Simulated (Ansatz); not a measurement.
LaCu$_{2}$Ge$_{2}$:
Space group I4/mmm (No. 139); a = b = 4.2204 Å, c = 10.1529 Å, α = β = γ = 90.00°

```json
[
 {"atom": "La", "site": "2a", "symmetry": "4/mmm", "x": "0.0000", "y": "0.0000", "z": "0.0000"},
 {"atom": "Cu", "site": "4d", "symmetry": "-4m2", "x": "0.0000", "y": "0.5000", "z": "0.2500"},
 {"atom": "Ge", "site": "4e", "symmetry": "4mm", "x": "0.0000", "y": "0.0000", "z": "0.3745"}
]
```
(The calculation used a cell of 5 atoms; values per cell refer to that cell.)

This is the r²SCAN-relaxed structure.

Q: All from plane-wave PAW r²SCAN (Ansatz code), unless another level is named. Predict the electronic character.

A: metallic (no gap).

Q: Predict the density of states at the Fermi level.

A: 0.29 states/eV per atom (mean over ±0.08 eV).

Q: Predict the formation energy from the elements (no fitted shifts).

A: -58 kJ/mol-atom.

The first step of the workflow began from a Materials Project structure, measured or hypothetical; the Crystallography Open Database copy checked does not list it. Its standing as an ambient phase is unchecked. Symmetry was held in the r²SCAN relaxation; its stability against distortions is not shown here. No spin polarisation was allowed. The references are the lowest solids computed at this level, not always the standard phases. Scalar-relativistic: spin–orbit coupling is off unless named, which matters more the heavier the elements.

Potentials: the later of the program's two PAW sets.
